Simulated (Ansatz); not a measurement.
Data:

Relaxed Ru (hcp, Mg type):

```
Ru
1.0
    2.70581     0.00000     0.00000
   -1.35291     2.34330     0.00000
    0.00000     0.00000     4.26228
Ru
2
Direct
  0.33333   0.66667   0.75000
  0.66667   0.33333   0.25000
```

Scan: atom 1 (Ru, nearest neighbour Ru at 2.642 Å; its periodic images, 2.7 Å or more away, move with it) is displaced along Cartesian z, direction (0.000, 0.000, 1.000) in Cartesian axes, by s. The other atoms stay.

The numbers are results of r2SCAN (plane waves to 500 eV, PAW, scalar-relativistic; Ansatz, a quantum-chemistry and plane-wave program), not measurements. k mesh 16×16×9 (Γ-centred), Fermi-Dirac smearing 0.05 eV. Energies are smeared free energies. With partly filled bands, energies and forces of such displacements shift with the k mesh and the smearing. Ru is run without spin polarisation. Ru was relaxed with its symmetry unable to fall. The PAW data are Ansatz's earlier set. ΔE is measured from the undisplaced structure.

The scan covers s from -0.530 to 0.530 Å in 11 points.

Is the energy the same for equal positive and negative displacements?

Even: the same for both signs. With its periodic images moving along, the atom's site symmetry in this cell is -6m2.

What force acts on the atom along the line at s = -0.530 Å?

11.5 eV/Å.

What is the energy change at s = 0.530 Å?

2469 meV/cell.

What is the force constant k = d²E/ds² of this move at s = 0?

12.2 eV/Å².

With two atoms in the cell this is the zone-centre optical mode. What wavenumber follows?

256 cm⁻¹.

(A displaced cell: forces are minus the slopes of the energy, force constants its curvatures, and phonons follow from these.)
